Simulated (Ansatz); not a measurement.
Co3Sn2S2:
```yaml
crystal:
  lattice:
    - [2.68064, 1.54767, 4.33734]
    - [-2.68064, 1.54767, 4.33734]
    - [0.00000, -3.09534, 4.33734]
  atoms:
    - { symbol: Co, position: [0.00000, 0.00000, 0.50000], spin: 0.4 }
    - { symbol: Co, position: [0.50000, 0.00000, 0.00000], spin: 0.4 }
    - { symbol: Co, position: [0.00000, 0.50000, 0.00000], spin: 0.4 }
    - { symbol: S, position: [0.28046, 0.28046, 0.28046] }
    - { symbol: S, position: [0.71954, 0.71954, 0.71954] }
    - { symbol: Sn, position: [0.50000, 0.50000, 0.50000], spin: -0.1 }
    - { symbol: Sn, position: [0.00000, 0.00000, 0.00000], spin: -0.1 }
```

Relaxed with r²SCAN.

Q: Map the valence electron density (e/Å³), cut off at 1 on the plane through (0.500, 0.000, 0.000) spanned by u = [1, 0, 0] and v = [-1, 1, 1] in lattice vectors, from the program Ansatz at the r²SCAN level (PAW).

A: x is the fraction of u, y of v (the angle between them is 90°; rows are the nearest grid lines); atoms in the plane: Co at (0.00, 0.00), S at (0.06, 0.28), S at (0.94, 0.72), Sn at (0.50, 0.50), Sn at (0.50, 0.00).
```
|@@@@@=::-%@@@@@@@@%-::=@@@@@|
|@@@@*-::-+@@@@@@@@+:::-*@@@@|
|@@@%-:.::=#@@@@@@*-:..:=%@@@|
|*+=::....::-===-:.....:-+***|
|@#+-::.........     .-+%@@@@|
|@@#+-::......      .:=#@@@@@|
|#@@#=-::.....      .-#@@*..#|
|@@@*-::........   .:-#@@@++@|
|@@#=::....:::::.....-*@@@@@@|
|+-:..  ..:=*@@@@+-:.::=+***+|
|       .:+@@@@@@@@=:....... |
|       .:*@@@@@@@@*:.       |
|       .:*@@@@@@@@*:.       |
| .......:=@@@@@@@@+:.       |
|+***+=::.:-+@@@@*=:..  ..:-+|
|@@@@@@*-.....:::::....::=#@@|
|@++@@@#-:.   ........::-*@@@|
|#..*@@#-.      .....::-=#@@#|
|@@@@@#=:.      ......::-+#@@|
|@@@@%+-.     .........::-+#@|
|***+-:.....:-===-::....::=+*|
|@@@%=:..:-*@@@@@@#=::.:-%@@@|
|@@@@*-:::+@@@@@@@@+-::-*@@@@|
|@@@@@=::-%@@@@@@@@%-::=@@@@@|
```
Scale: ten equal steps from 0.072 (start of ' ') to 1.00 (end of '@'), in the order ' .:-=+*#%@'; x runs from 0.000 to 1.00, y from 0.000 (bottom) to 1.00 (top).

The density is the valence pseudo-density with augmentation charge, so density and ELF within about 1 Å of a nucleus are not all-electron values.

Space group R-3m. The workflow started from an entry of the Crystallography Open Database (COD). Its standing as an ambient phase is unchecked. Symmetry was held in the r²SCAN relaxation; whether a distortion lowers the energy is not shown. Spin order of the final state: ferromagnetic, the only order run, not a proven ground state. Other orbital occupations within this spin state were not tried. No Hubbard U is applied. Spin–orbit coupling is left out wherever it is not named.

Potentials: the later of the program's two PAW sets.
